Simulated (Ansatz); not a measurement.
## Cs (omega (AlB2-type)): energy against volume

Method: Ansatz 0.2.0, DFT, PBEsol, plane waves (420 eV) with PAW, scalar-relativistic. The PAW files were generated under PBE, with cores re-solved for the functional.

The cell is scaled uniformly from the relaxed one, with fractional coordinates and shape fixed. Energies are extrapolated to zero smearing, pressures are those at the given smearing. Magnetic state: spin not included.

A Birch-Murnaghan fit gives V₀ = 109.33 Å³/atom, B₀ = 2.0 GPa, B₀′ = 3.2.

What are the energy above the minimum and the pressure at 95.941 Å³/atom?

12.4 meV/atom and 0.32 GPa as computed.

What are the energy above the minimum and the pressure at 104.663 Å³/atom?

1.3 meV/atom and 0.09 GPa as computed.

What are the energy above the minimum and the pressure at 122.107 Å³/atom?

8.1 meV/atom and -0.18 GPa as computed.
